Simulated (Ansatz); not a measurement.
An Ansatz (a quantum-chemistry and plane-wave program) input:

Ansatz 0.2 input:
```yaml
crystal:
  lattice:
    - [1.6992781057, -5.1495960852, 0.0]
    - [1.6992781057, 5.1495960852, 0.0]
    - [0.0, 0.0, 4.2720766786]
  atoms:
    - { symbol: Zr, position: [0.858344724, 0.141655276, 0.75] }
    - { symbol: Zr, position: [0.141655276, 0.858344724, 0.25] }
    - { symbol: Pt, position: [0.5913336919, 0.4086663081, 0.75] }
    - { symbol: Pt, position: [0.4086663081, 0.5913336919, 0.25] }
kpoints:
  mp_grid: { grid: [9, 9, 7] }
  band_path:
    path:
      - [[0.0, 0.0, 0.0], [-0.5, 0.5, 0.0], [-0.2772221611, 0.7227778389, 0.0]]  # Γ-Y-C_0
      - [[0.2772221611, 0.2772221611, 0.0], [0.0, 0.0, 0.0], [0.0, 0.0, 0.5], [0.2772221611, 0.2772221611, 0.5]]  # Σ_0-Γ-Z-A_0
      - [[-0.2772221611, 0.7227778389, 0.5], [-0.5, 0.5, 0.5], [-0.5, 0.5, 0.0]]  # E_0-T-Y
      - [[0.0, 0.0, 0.0], [0.0, 0.5, 0.0], [0.0, 0.5, 0.5], [0.0, 0.0, 0.5], [-0.5, 0.5, 0.5]]  # Γ-S-R-Z-T
    npoints: 6
basis: { xc_grid: 2 }
hamiltonian:
  xc: pbesol
  pseudopotentials: { kind: paw }
magnetization: { noncollinear: true, spin_orbit: true }
scf:
  n_extra_bands: 12
  convergence: { dr2_threshold: 0.0000000001 }
  occupations: { method: gaussian, width: 0.05 }
output: { eigenvalues: true }
```

Problem. How many symmetry operations and irreducible k-points will the run report?

Solution. 8 operations, 100 of 567 k-points.

Problem. With a cutoff of 420 eV, how many plane waves at Γ?

Solution. 1439.

It took about 3 core-minutes (a rough figure) on shared server cores.

Space group Cmcm. The first step of the workflow began from a Materials Project structure, measured or hypothetical; the Crystallography Open Database copy checked does not list it. COD files the formula under space group No. 221, so this cell is another polymorph or a model. Whether it is the stable phase at ambient conditions was not checked. The PBEsol relaxation kept the symmetry of its start; of distortions, only those at the zone centre were tested. No spin polarisation was allowed.

Potentials: the later of the program's two PAW sets.

Ansatz is a plane-wave DFT program.
